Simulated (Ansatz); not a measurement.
**HfPdSe₄ (P-3m1) at 2 levels of theory**

One geometry, relaxed with PBE; plane waves with PAW potentials in Ansatz, scalar-relativistic. No spin polarisation. Gaps are the least over mesh and band path; pressure is positive in compression.

```
CELL_PARAMETERS angstrom
3.75528 0.00000 0.00000
-1.87764 3.25217 0.00000
0.00000 0.00000 13.43025
ATOMIC_POSITIONS crystal
Hf 0.00000 0.00000 0.00000
Pd 0.00000 0.00000 0.50000
Se 0.66667 0.33333 0.88212
Se 0.66667 0.33333 0.40329
Se 0.33333 0.66667 0.59671
Se 0.33333 0.66667 0.11788
```

```
level  cutoff (eV)   k mesh  gap (eV)  pressure (GPa)
  PBE          420  12×12×4      0.56             0.0
```

Task: What comes out on the same cell with r2SCAN?

Result:
```
 level  cutoff (eV)   k mesh  gap (eV)  pressure (GPa)
r2SCAN          500  12×12×4      0.87            -1.4
```

Spin-orbit coupling matters for the bands of heavy elements and is left out. The cell holds layers, chains or molecules and no dispersion correction was added, so their binding is poorly described.

The cell was found from a structure generator's guess, not taken from experiment.
